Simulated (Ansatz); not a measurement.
La₃Tl, DFT, LDA, all-electron LAPW, scalar-relativistic (Ansatz 0.2.0), run on 2 threads of Arm Neoverse V1 on a shared host.

The cell comes from COD entry 1522573, which wasn't checked; take it as a given geometry.

Command: `ansatz run input.yaml --threads 2 --pin off --max-ram 6144MiB --backend cpu --events-out ev --progress --plain --runs-dir out`

```yaml
crystal:
  lattice:
    - [5.06, 0.0, 0.0]
    - [0.0, 5.06, 0.0]
    - [0.0, 0.0, 5.06]
  atoms:
    - { symbol: La, position: [0.0, 0.5, 0.5] }
    - { symbol: La, position: [0.5, 0.0, 0.5] }
    - { symbol: La, position: [0.5, 0.5, 0.0] }
    - { symbol: Tl, position: [0.0, 0.0, 0.0] }
kpoints:
  mp_grid: { grid: [4, 4, 4] }
scf:
  occupations: { method: fermi_dirac, width: 0.08 }
hamiltonian:
  xc: lda
  pseudopotentials: { kind: all_electron, lapw: { basis_error: 0.001 } }
output:
  forces: true
  stress: true
md:
  timestep: 3.0
  n_steps: 30
  ensemble: nve
  temperature: 1200
  initial_velocities: maxwell_boltzmann
  seed: 198120
```

(1) How large is the problem that the program sets up?

(2) Estimate the wall time and the peak memory.

## Answers

(1) 36 irreducible k-points, 739 plane waves at Γ, 74 bands.

(2) 26 min of wall time for 231 SCF iterations, with a peak of 0.61 GiB. Times on shared machines scatter by tens of per cent.
